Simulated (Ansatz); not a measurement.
Calculated field gradients at the nuclei for Ti at a changed volume

The cell is a structure deposited in the COD, relaxed with PBE at fixed cell and then changed (volume scaled by 0.98, ions relaxed).

```
Ti
1.0
     2.93020    0.00000    0.00000
    -1.46510    2.53763    0.00000
     0.00000    0.00000    4.65455
Ti
2
Cartesian
  0.0000 1.6918 1.1636
  1.4651 0.8459 3.4909
```

Atoms are numbered from 1 in the order listed; like atoms form one site, named after its first atom.

Method: Kohn–Sham DFT in Ansatz, PBE, plane waves and PAW, scalar-relativistic, 420 eV cutoff, Γ-centred 18×18×10 k-points, Fermi–Dirac smearing 0.05 eV.

Conventions: |V_zz| ≥ |V_yy| ≥ |V_xx|, η = (V_xx − V_yy)/V_zz, C_Q = eQV_zz/h.

47Ti: I = 5/2, Q = 302.0 mb. Nuclear quadrupole moments: year-2017 set (Pyykkö).

Question: Which values are expected at the nuclei?

Answer: 

```json
{"site": "Ti", "atoms (order as listed)": "1, 2", "first shell": "12 Ti at 2.88–2.93 Å", "V_xx, V_yy, V_zz (10²¹ V/m²)": "-0.98, -0.98, 1.95", "η": "0.00", "C_Q (MHz)": "14.2"}
```

An axis of threefold or higher order runs through Ti, so V_zz lies along it and η is zero.

With no gap above 0.1 eV, as in a metal, the gradients converge slowly in k; expect changes of a tenth or more on a denser mesh.
